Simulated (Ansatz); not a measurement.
The cell is Ga₄PN₃, ordered on the wurtzite lattice (Pm) with 8 atoms a cell; cell and atoms were relaxed with r2SCAN. Space group Pm (No. 6), monoclinic; a = 5.480 Å, b = 3.340 Å, c = 5.830 Å, β = 90.4° in the conventional setting, 13.34 Å³ an atom. Around N lie 4 Ga at 1.99–2.05 Å; around N lie 4 Ga at 1.94–2.02 Å; around N lie 4 Ga at 1.92–2.01 Å; around P lie 4 Ga at 2.22–2.28 Å; around Ga lie 3 N at 1.99 Å and 1 P at 2.25 Å; around Ga lie 2 N at 1.92–1.94 Å and 2 P at 2.22 Å; around Ga lie 4 N at 2.01–2.03 Å; around Ga lie 3 N at 2.02–2.05 Å and 1 P at 2.28 Å.

```
N P Ga
1.0
     5.48018    0.00000    0.01715
     0.00000    3.34033    0.00000
     0.01820    0.00000    5.82953
N P Ga
3 1 4
Direct
  0.99590 0.00000 0.32096
  0.00218 0.50000 0.84573
  0.49513 0.50000 0.16917
  0.50760 0.00000 0.66079
  0.35788 0.00000 0.30154
  0.35552 0.50000 0.86782
  0.86222 0.50000 0.16694
  0.92356 0.00000 0.66705
```

The questions ask for values computed with Ansatz 0.2.0 on this geometry. Values at 0 K without nuclear motion; no magnetic order is allowed, and the phase may be a hypothetical one.

Given (6×8×4 mesh): With r2SCAN the valence top lies at Y₂–Γ (0.80 of the way from Y₂) and the conduction bottom at Γ, 0.02 eV higher; the smallest vertical gap, at Γ, is 0.12 eV. (This is within a few times the smearing of 0.02 eV, so the filling near the edges can be smeared.)

(1) What does PBE+SOC give for the gap (6×8×4 mesh)?

(2) How does the gap change from r2SCAN to HSE06 (4×4×4)?

(3) What do these levels agree on?

## Answers

(1) PBE+SOC gives no gap: the lowest nominally empty band dips 0.11 eV below the top of the last filled one (its bottom at Γ–Z (0.10 of the way from Γ), the top at Γ–A (0.20 of the way from Γ)), so the cell is a metal or semimetal at this level. Spin-orbit coupling itself accounts for -0.005 eV.

(2) The HSE06 gap is direct at Γ: 0.45 eV. The gap differs by +0.43 eV from r2SCAN's.

(3) The levels disagree on the kind of gap: direct with HSE06; indirect with r2SCAN; no gap with PBE, PBE+SOC.

Only the levels marked +SOC include spin-orbit coupling.

Where an edge lies off the special points, it is a point of the mesh or the k point where a search put PBE's edge or least direct gap, reused for the other functionals, whose own edges may lie a little apart.

The meshes of the hybrids are coarse, so their gaps aren't converged to the digits shown.

Gaps under 0.1 eV (r2SCAN) can't be told from a closed one: the bands may be in normal order or already inverted, which a gap's size doesn't show.
